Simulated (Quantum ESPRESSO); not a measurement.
## Mg3O2F2 (convergence and cost over cutoff and k mesh)

A calculation, not a measurement. The program is pw.x of Quantum ESPRESSO 7.5 (plane-wave density functional theory). The cell is made up: 7 atoms on a zincblende/diamond lattice with one site empty, with randomly drawn elements, strain and displacements, not relaxed. PseudoDojo standard norm-conserving files (v0.5 for PBE, v0.4.1 for LDA and PBEsol) set the functional; there is no spin polarisation, spin-orbit coupling or dispersion term, and the masses in the input are unused placeholders.

Input of the run in row 4:

```
&control calculation='scf', pseudo_dir='./dojo.nc.sr.pbe.v0_5.standard.upf', outdir='./o', disk_io='medium', tprnfor=.true., tstress=.true. /
&system ibrav=0, nat=7, ntyp=3, nbnd=34, ecutwfc=84.00895049, nosym=.true., tot_charge=0,
 occupations='smearing', smearing='fd', degauss=0.0018374661
/
&electrons conv_thr=7.350e-09, electron_maxstep=60, /
ATOMIC_SPECIES
F 1.0 F.upf
Mg 1.0 Mg.upf
O 1.0 O.upf
CELL_PARAMETERS angstrom
4.3904 0.0 0.0
0.0 4.3904 0.0
0.0 0.0 4.3904
ATOMIC_POSITIONS angstrom
Mg -0.0983 0.0114 -0.0586
Mg 2.2285 -0.0414 2.104
Mg 2.1811 2.1923 0.1377
O 1.2644 1.2728 1.1844
F 1.1246 3.2668 3.4839
F 3.3743 1.325 3.2626
O 3.4471 3.2069 1.0357
K_POINTS automatic
4 4 4 1 1 1
```

The same cell was run at these settings. Meshes are shifted by half a step, and differences are from the last row, which is itself not exact.

```
cutoff (eV)     k mesh  k points solved  threshold (eV)  free energy less the last row's (eV)  pressure (GPa)  largest stress difference (GPa)  largest force difference (eV/Å)  iterations  wall time (s)  k-point pools              processor
        800  2 x 2 x 2                4           1e-04                                 2.874          -28.96                            43.00                            0.101           8             15              1  AMD EPYC, Zen 5 class
       1143  1 x 1 x 1                1           1e-07                                 0.043           14.18                             1.21                            0.396          10             12              1  AMD EPYC, Zen 5 class
        729  4 x 4 x 4               32           1e-07                                 7.714          -78.26                            92.28                            0.145          10             53              1  AMD EPYC, Zen 5 class
       1143  4 x 4 x 4               32           1e-07                                 0.003           13.89                             0.04                            0.005          11            124              1  AMD EPYC, Zen 5 class
       1437  6 x 6 x 6              108           1e-07                                 0.000           13.94                             0.00                            0.000          11            611              1  AMD EPYC, Zen 5 class
```

Each pool is one process. Wall times include start-up and a band step at six k points, which weighs most on the coarsest meshes. The runs were on shared virtual cores whose load varied, so times are rough.